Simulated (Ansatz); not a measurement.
## MgO2: a fit and a missing row

MgO2, R-3m, a = 3.157 Å, c = 10.386 Å. The structure is a Materials Project entry; whether it is the stable form wasn't checked. Ansatz: r2SCAN, PAW, 500 eV, Γ-centred 12×12×12 mesh on 3 atoms, Gaussian smearing 0.02 eV; no spin polarisation. Shape and atoms are relaxed at each volume; pressure is positive in compression.

| V (Å³/atom) | P (GPa) |
| --- | --- |
| 8.765 | 22.27 |
| 9.064 | 15.35 |
| 9.363 | 9.43 |
| 9.661 | 4.36 |
| 9.960 | 0.00 |
| 10.259 | -3.72 |
| 10.558 | -6.92 |
| 10.956 | ? |

Q: Take V0 = 9.960 Å³/atom, fit the third-order Birch–Murnaghan form to the other rows, and predict the missing pressure.

A: With the Eulerian strain f = ½[(V0/V)^(2/3) − 1] and y = P/[3f(1 + 2f)^(5/2)], the form is the line y = B0 + 1.5 B0 (B0′ − 4) f. Rows (f, y): 0.04447, 134.9; 0.03243, 134.8; 0.02103, 134.8; 0.01026, 134.6; -0.00976, 133.5; -0.01906, 133.4. Means f = 0.01323, y = 134.33; Σ(Δf)² = 0.002985, ΣΔfΔy = 0.07881; the slope is their ratio. y = 134.0 + 26.40 f GPa, so B0 = 134.0 GPa and B0′ = 4 + 2 × (26.40)/(3 × 134.0) = 4.13. At V = 10.956, f = -0.03078, y = 133.19 and P = -10.49 GPa. The run gave -10.48 GPa, so the fit is 0.01 GPa too low, within the rms miss on the fitted rows (0.02 GPa). The form still works here, 22 % of the fitted range beyond its end.